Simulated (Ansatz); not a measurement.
Method: Ansatz, DFT PBE, scalar-relativistic, plane waves, PAW. All cells share a 420 eV cutoff and Γ-centred k meshes spaced about 0.3 Å⁻¹ or finer (0.25 for metals, 2π included). Spin is collinear.

Temperature and zero-point effects are left out.

Two relaxed structures of Ti₃Al₃Cu₂:

A. (parallel moments up to 0.5 μB) Space group Pmmm (No. 47), orthorhombic, a = 3.974 Å, b = 3.979 Å, c = 7.614 Å. Ti on a site of symmetry mm2 has 6 Al at 2.73–2.77 Å, 2 Ti at 2.77 Å and 4 Cu at 2.81 Å; around Ti on a site of symmetry mmm lie 4 Cu at 2.76 Å, 4 Ti at 2.77 Å and 4 Al at 2.81 Å; Al on its first site is surrounded by 4 Ti at 2.73 Å, 4 Cu at 2.74 Å and 4 Al at 2.81 Å; around Al on its second site lie 4 Cu at 2.76 Å and 8 Ti at 2.77–2.81 Å; around Cu lie 6 Al at 2.74–2.76 Å and 6 Ti at 2.76–2.81 Å; 1 more site not described.

B. (parallel moments up to 0.2 μB) Space group Pmmm (No. 47), orthorhombic, a = 3.797 Å, b = 3.989 Å, c = 7.960 Å. Ti on its first site is surrounded by 4 Ti at 2.75 Å, 4 Cu at 2.77 Å and 4 Al at 2.83 Å; Ti on its second site has 8 Al at 2.73–2.75 Å and 4 Cu at 2.79 Å; Ti on its third site is surrounded by 4 Ti at 2.75 Å, 4 Al at 2.77 Å and 4 Cu at 2.84 Å; around Al on a site of symmetry mm2 lie 6 Ti at 2.73–2.83 Å, 4 Cu at 2.75 Å and 2 Al at 2.80 Å; Cu is surrounded by 6 Al at 2.73–2.75 Å and 6 Ti at 2.77–2.84 Å; 1 more site not described.

Question: Which arrangement of the elements on these sites is preferred, and by what margin?

Answer: A is lower, by 28 meV/atom. The two share one framework of sites and differ in which element sits where. A has space group Pmmm (No. 47), 15.1 Å³/atom and no gap on its mesh; B has space group Pmmm (No. 47), 15.1 Å³/atom and no gap. Counting all near atoms (those within 1.25 times the shortest distance at each site), A and B both have Ti 12, Al 12, Cu 12. Both come from invented guesses. The lowest form computed isn't among them: it has space group P4/mmm (No. 123), 15.0 Å³/atom and lies 19 meV/atom below the best shown.

The k mesh leaves some 4 meV/atom of noise in the energy of each metallic cell. Another magnetic order may lie lower.
